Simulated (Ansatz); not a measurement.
The cell below belongs to a search over invented structures; it isn't taken from experiment.

Input and command of a plane-wave DFT calculation in Ansatz:

```yaml
crystal:
  lattice:
    - [-4.2910108785, 4.2910108785, 4.2910108785]
    - [4.2910108785, -4.2910108785, 4.2910108785]
    - [4.2910108785, 4.2910108785, -4.2910108785]
  atoms:
    - { symbol: Be, position: [0.0, 0.0, 0.0] }
    - { symbol: Ge, position: [0.0, 0.7468257418, 0.7468257418] }
    - { symbol: Ge, position: [0.0, 0.2531742582, 0.2531742582] }
    - { symbol: Ge, position: [0.7468257418, 0.0, 0.7468257418] }
    - { symbol: Ge, position: [0.2531742582, 0.0, 0.2531742582] }
    - { symbol: Ge, position: [0.7468257418, 0.7468257418, 0.0] }
    - { symbol: Ge, position: [0.2531742582, 0.2531742582, 0.0] }
    - { symbol: F, position: [0.0, 0.5, 0.5] }
    - { symbol: F, position: [0.5, 0.0, 0.5] }
    - { symbol: F, position: [0.5, 0.5, 0.0] }
basis:
  ecutwfc: 420
kpoints:
  mp_grid: { grid: [6, 6, 6] }
hamiltonian:
  xc: pbe
scf:
  occupations: { method: gaussian, width: 0.1 }
output:
  forces: true
  stress: true
  eigenvalues: true
  write_density: true
  write_potential: true
  elf: true
  volumetric_format: npy
relax:
  adjacent_minimum: "off"
  f_tol: 0.01
  max_steps: 80
  cell: { stress_tol: 0.05 }
```

```bash
ansatz run input.yaml --threads 1 --pin off --max-ram 2048MiB --backend cpu --events-out ev --progress --plain --runs-dir out
```

Processor: AMD EPYC 7571, 1 thread, on a host shared with other jobs.

How long does it run, and how much memory does it take?

About 3.8 min, peak memory 0.78 GiB. It solves 65 bands at 16 k points (after reduction by symmetry) with about 6339 plane waves (on the last cell), in 28 SCF iterations over 4 ionic steps.
